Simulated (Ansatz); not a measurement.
## Fe: energy along a strain

Fe, Im-3m, a = 2.878 Å (as given, not relaxed at this level: -16.9 GPa). Ansatz: PBEsol, PAW, 420 eV, Γ-centred 24×24×24 mesh on 1 atom, Gaussian smearing 0.15 eV; collinear spin, largest moment 2.3 μB. Cell vectors (Å): -1.439 1.439 1.439; 1.439 -1.439 1.439; 1.439 1.439 -1.439. The cell is strained by x per cent times the pattern (0 1 0 0 0 0) in the order xx yy zz yz xz xy (engineering shears), with fractional coordinates held. y is the free energy over the start, V0 = 11.919 Å³/atom.

```tsv
x (%)	y (meV/atom)
-4.00	?
-2.00	-21.91
0.00	0.00
1.00	13.32
3.00	43.49
4.00	59.77
```

Q: Fit y = c1 x + c2 x² + c3 x³ to the other rows, get the stiffness along the pattern, and predict the missing energy.

A: Least squares on the rows shown. y = 12.628 x + 0.75085 x² − 0.042984 x³. The clamped-ion stiffness p·C·p = 2 × 7.508 eV × 160.2 / 11.919 Å³ = 202 GPa, which is C22 in these axes (C11 of the cubic crystal) (second derivative at the start, which stands under stress). At x = -4.00 the fit asked for gives -35.75 meV/atom. The run gave -36.47 meV/atom, so the fit is 0.72 meV/atom too high, 0.75 % of the span of the series, against an rms of 0.009 meV/atom on the fitted rows. The row lies outside the fitted range. With a term in x⁴ added, a fit to the same known rows (none to spare) predicts -36.26 meV/atom, so most of the miss is curvature that the known rows already hold.